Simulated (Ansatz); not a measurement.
This guess for Zr3S2 is about to be relaxed.

```cif
data_structure
_symmetry_space_group_name_H-M 'P6mm'
_symmetry_Int_Tables_number 183
_cell_length_a 3.9361
_cell_length_b 3.9361
_cell_length_c 9.0244
_cell_angle_alpha 90.000
_cell_angle_beta 90.000
_cell_angle_gamma 120.000
_cell_volume 121.08
loop_
_atom_site_label
_atom_site_type_symbol
_atom_site_symmetry_multiplicity
_atom_site_Wyckoff_symbol
_atom_site_fract_x
_atom_site_fract_y
_atom_site_fract_z
_atom_site_occupancy
Zr1 Zr 2 b 0.33333 0.66667 0.98163 1
Zr2 Zr 1 a 0.00000 0.00000 0.51666 1
S1 S 2 b 0.33333 0.66667 0.24816 1
```

Theory: DFT PBE, scalar-relativistic, plane waves, PAW (Ansatz 0.2.0). Cutoff 420 eV, Gaussian smearing, Γ-centred meshes. Cell and atoms relax first on a coarse mesh and then on a finer one. In between, the cell is made exact in the group found at 0.06 Å. In metals the finer mesh still leaves noise of several meV/atom or more. The steps can't lower the symmetry of their start. No spin polarisation.

A guess keeps its type if space group and coordination stay and the shape of the cell changes little (axis ratios within about 15 %, angles within 6°); the volume may change.

Problem. Does it keep its structure type, or change into something else?

Solution. It doesn't keep its type. The symmetry goes from P6mm (No. 183) to P6/mmm (No. 191). The volume per atom shrinks by 13.5 %, from 24.2 to 21.0 Å³. The shortest distance goes from 2.27 Å (S–S and Zr–Zr) to 2.43 Å (Zr–S). Counting neighbours within 15 % of an atom's shortest distance, the start has S 4, Zr 4/6 and the end S 2, Zr 2/6. In detail, at the end around Zr on a site of symmetry -6m2 lie 2 S at 2.43 Å and 3 Zr at 2.88 Å; Zr on a site of symmetry 6/mmm has 6 S at 2.88 Å; S is surrounded by 2 Zr at 2.43 Å, 3 Zr at 2.88 Å and 3 S at 2.88 Å.

```
Zr S
1.0
     4.98861    0.00000    0.00000
    -2.49431    4.32027    0.00000
     0.00000    0.00000    4.86223
Zr S
3 2
Direct
  0.33333 0.66667 0.50000
  0.66667 0.33333 0.50000
  0.00000 0.00000 0.00000
  0.33333 0.66667 0.00000
  0.66667 0.33333 0.00000
```

Energies over the elements count from the elements' standard structures at the same level, with no fitted energy shifts.

Problem. At what energy does it end?

Solution. −0.52 eV/atom.

The last run used a 12×12×8 mesh (in the run's order of axes) for its 5-atom cell and Gaussian smearing of 0.10 eV. The cell is a metal run without spin; a magnetic state may lie lower. The reference form of S is held partly by dispersion forces, which this level lacks. Symmetry constrained the relaxation, so the result can be a saddle point. Another cell of Zr3S2 relaxed alike, in R32 (a Materials Project cell), lies 0.57 eV/atom lower, so this cell isn't the stable form at this level.

In counts of neighbours, a slash parts the counts of unlike sites.
